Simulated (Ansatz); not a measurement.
**Sc: energy along a strain**

Sc, Fm-3m, a = 4.541 Å (as given, not relaxed at this level: 4.1 GPa). This isn't the element's structure at ambient conditions. Ansatz: r2SCAN, PAW, 500 eV, Γ-centred 18×18×18 mesh on 1 atom, Gaussian smearing 0.15 eV; no spin polarisation. Cell vectors (Å): 0.000 2.271 2.271; 2.271 0.000 2.271; 2.271 2.271 0.000. The cell is strained by x per cent times the pattern (1 -1 0 0 0 0) in the order xx yy zz yz xz xy (engineering shears), with fractional coordinates held. y is the free energy over the start, V0 = 23.410 Å³/atom. Symmetry makes y even in x.

```tsv
x (%)	y (meV/atom)
-6.00	9.04
-3.00	2.31
0.00	0.00
0.75	0.15
1.50	0.58
2.25	1.31
3.75	3.59
4.50	?
5.25	6.96
```

Question: Fit y = c2 x² + c4 x⁴ to the other rows, get the stiffness along the pattern, and predict the missing energy.

Answer: Least squares on the rows shown. y = 0.2582 x² − 0.0002004 x⁴. The clamped-ion stiffness p·C·p = 2 × 2.582 eV × 160.2 / 23.410 Å³ = 35 GPa (second derivative at the start, which stands under stress). At x = 4.50 the fit asked for gives 5.15 meV/atom. The run gave 5.14 meV/atom, so the fit is 0.01 meV/atom too high, a small miss on the scale of the series.